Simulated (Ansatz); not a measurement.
Method: Ansatz, DFT PBE, scalar-relativistic, plane waves, PAW. All cells share a 420 eV cutoff and Γ-centred k meshes spaced at most about 0.3 Å⁻¹ (about 0.25 or finer for metals, 2π included). No spin polarisation in the final relaxations.

Each of these unrelaxed guesses is relaxed in cell and atoms within its symmetry. A guess keeps its type if space group and coordination stay and the shape of the cell changes little (axis ratios within about 15 %, angles within 6°); the volume may change.

1. CaSi2N3

```
CELL_PARAMETERS angstrom
2.59301 1.49707 4.11463
-2.59301 1.49707 4.11463
0.00000 -2.99414 4.11463
ATOMIC_POSITIONS crystal
Ca 0.00000 0.00000 0.00000
Si 0.62980 0.62980 0.62980
Si 0.37020 0.37020 0.37020
N 0.00000 0.50000 0.00000
N 0.50000 0.00000 0.00000
N 0.00000 0.00000 0.50000
```

2. Al2Si3N

```
CELL_PARAMETERS angstrom
2.31361 1.33576 4.11020
-2.31361 1.33576 4.11020
0.00000 -2.67153 4.11020
ATOMIC_POSITIONS crystal
Al 0.87858 0.87858 0.87858
Al 0.12142 0.12142 0.12142
Si 0.50000 0.00000 0.50000
Si 0.50000 0.50000 0.00000
Si 0.00000 0.50000 0.50000
N 0.50000 0.50000 0.50000
```

3. Mg2BeS3

```
CELL_PARAMETERS angstrom
6.51631 0.00000 0.00000
-3.25815 5.64329 0.00000
0.00000 0.00000 6.49551
ATOMIC_POSITIONS crystal
Mg 0.33333 0.66667 0.50000
Mg 0.66667 0.33333 0.50000
Be 0.00000 0.00000 0.00000
S 0.00000 0.00000 0.35714
S 0.00000 0.00000 0.64286
S 0.00000 0.00000 0.50000
```

4. Nb5N

```
CELL_PARAMETERS angstrom
0.00000 3.58764 3.58764
3.58764 0.00000 3.58764
3.58764 3.58764 0.00000
ATOMIC_POSITIONS crystal
Nb 0.25000 0.25000 0.25000
Nb 0.62426 0.12721 0.62426
Nb 0.62426 0.62426 0.12721
Nb 0.62426 0.62426 0.62426
Nb 0.12721 0.62426 0.62426
N 0.00000 0.00000 0.00000
```

Problem. Which keep their type?

Solution. Guess 4 keeps its type.

```json
{"guess": "1", "kept": "no", "start group": "R-3m", "end group": "R-3m", "V start (Å³/atom)": "16.0", "V end": "19.0", "b/a and c/a, end over start": "1.00, 0.98", "nearest neighbours start": "Ca 6, N 8, Si 16", "nearest neighbours end": "Ca 8, N 2, Si 3"}
{"guess": "2", "kept": "no", "start group": "R-3m", "end group": "R-3m", "V start (Å³/atom)": "12.7", "V end": "14.5", "b/a and c/a, end over start": "1.00, 0.59", "nearest neighbours start": "Al 16, N 12, Si 6", "nearest neighbours end": "Al 4, N 6, Si 4"}
{"guess": "3", "kept": "no", "start group": "P6/mmm", "end group": "P6/mmm", "V start (Å³/atom)": "39.8", "V end": "29.8", "b/a and c/a, end over start": "1.00, 1.68", "nearest neighbours start": "Be 2, Mg 12, S 1/2", "nearest neighbours end": "Be 2, Mg 6, S 1/2"}
{"guess": "4", "kept": "yes", "start group": "F-43m", "end group": "F-43m", "V start (Å³/atom)": "15.4", "V end": "18.0", "b/a and c/a, end over start": "1.00, 1.00", "nearest neighbours start": "N 16, Nb 6/16", "nearest neighbours end": "N 16, Nb 6/16"}
```

Neighbours count within 15 % of an atom's shortest distance; end groups are read at 0.02 Å (0.05 Å in metals).

In CaSi2N3 R-3m an odd number of electrons in the primitive cell allows no gap without spin; a larger cell or a magnetic state could open one. A magnetic state wasn't ruled out in cells without spin, among them Nb5N F-43m. Cells relaxed within their symmetry can be saddle points.

In counts of neighbours, a slash parts the counts of unlike sites.
